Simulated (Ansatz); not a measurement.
Hf:
```
CELL_PARAMETERS angstrom
     -1.74531     1.74531     1.74531
      1.74531    -1.74531     1.74531
      1.74531     1.74531    -1.74531
ATOMIC_POSITIONS crystal
  Hf 0.00000 0.00000 0.00000
```

Relaxed with PBEsol. Special points in fractions of this cell's reciprocal vectors: Γ (0.000, 0.000, 0.000); H (0.500, -0.500, 0.500); N (0.000, 0.000, 0.500); P (0.250, 0.250, 0.250).

### Question
List the band energies nearest the Fermi level at these points for PBEsol in the plane-wave PAW code Ansatz.

### Answer
In eV from the Fermi level; about four levels below and three above (degenerate sets whole), none deeper than 8.9 eV; points with the same levels are listed once.

```tsv
k	below	above
Γ	-7.20	1.53 1.53 1.53
H	-2.80 -2.80	7.16 7.16 7.16
N	-3.54 -0.61	1.30 4.33 5.39
P	-0.65 -0.65 -0.65	5.56 5.56 6.11
```

Space group Im-3m (bcc (W type)). This is a known high-temperature phase of the composition, computed here at zero pressure and temperature. Symmetry was held in the PBEsol relaxation. At this level the phase is mechanically unstable. The run is not spin-polarised. Scalar-relativistic: spin–orbit coupling is off unless named, which matters more the heavier the elements.

Potentials: the earlier of the program's two PAW sets. The files were generated under PBE; for other functionals the program regenerates the frozen cores, and for LDA and PBEsol the local potential too.
